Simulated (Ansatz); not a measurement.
## Strain response of ReOs

Theory: DFT r2SCAN, scalar-relativistic, plane waves, PAW in Ansatz. Run with 500 eV cutoff, 18×18×10 k-mesh, Gaussian smearing of 0.10 eV, no spin polarisation.

Starting point, cell and atoms relaxed:

```xyz
2
Lattice="2.7532 0.0000 0.0000 -1.3766 2.3844 0.0000 0.0000 0.0000 4.3643" Properties=species:S:1:pos:R:3 pbc="T T T"
Re    1.3766    0.7948    2.1821
Os    0.0000    0.0000    0.0000
```

Deformation: biaxial strain in the a-b plane, with the length and tilt of c and the atoms relaxed, all within the symmetry that the strain leaves. Energies are extrapolated to zero smearing.

Spin–orbit coupling is left out, which can shift energies with elements as heavy as these.

Problem. Give the structure at +2.0 %.

Solution.
```xyz
2
Lattice="2.8083 0.0000 0.0000 -1.4041 2.4320 0.0000 0.0000 0.0000 4.3144" Properties=species:S:1:pos:R:3 pbc="T T T"
Re    1.4041    0.8107    2.1572
Os    0.0000    0.0000    0.0000
```
Space group P-6m2 (187), 27.4 meV/atom over the relaxed crystal.